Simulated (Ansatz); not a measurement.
Na (bcc (W type), Im-3m) at seven volumes, PBEsol (plane waves, PAW; program Ansatz), scaled uniformly. One row is withheld.

```
V (Å³/atom)  P (GPa)
-----------  -------
33.025          0.88
34.113          0.55
35.202          0.25
36.291          0.00
37.380         -0.22
38.468         -0.41
39.557             ?
```

Problem. Fit the shown pressures and predict the withheld one.

Solution. Third-order Birch–Murnaghan: P = (3/2)B₀(x^(7/2) − x^(5/2))[1 + (3/4)(B′ − 4)(x − 1)] with x = (V₀/V)^(2/3). Least squares on the six rows gives V₀ = 36.292 Å³/atom, B₀ = 7.855 GPa, B′ = 3.70. At V = 39.557, x = 0.9442 and P = -0.58 GPa. The run itself gave -0.58 GPa.

Symmetry was held in the PBEsol relaxation.

Potentials: the earlier of the program's two PAW sets. The files were generated under PBE; for other functionals the program regenerates the frozen cores, and for LDA and PBEsol the local potential too.
